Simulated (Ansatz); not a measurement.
YSi2 (fluorite, Fm-3m) under volume change, DFT-r²SCAN in the program Ansatz with PAW potentials, scaled uniformly.

| V (Å³/atom) | E − E(relaxed) (meV/atom) | P (GPa) |
|---|---|---|
| 21.816 | 39.1 | 6.33 |
| 22.535 | 16.4 | 3.85 |
| 23.254 | 3.9 | 1.79 |
| 23.974 | 0.0 | 0.00 |
| 24.693 | 3.7 | -1.60 |
| 25.412 | 14.1 | -3.01 |
| 26.131 | 30.3 | -4.22 |

Q: What does a third-order Birch–Murnaghan fit give for V₀, B₀ and B′?

A: V₀ = 23.96 Å³/atom, B₀ = 56.8 GPa, B′ = 3.6.

The cell is a constructed one: a structure type filled with these elements; neither database checked (COD, Materials Project) lists it. COD files the formula under space group No. 191, so this cell is another polymorph or a model. Whether it is the stable phase at ambient conditions was not checked. Symmetry was held in the r²SCAN relaxation. At this level the phase is mechanically unstable. The run is not spin-polarised.

Potentials: the later of the program's two PAW sets.
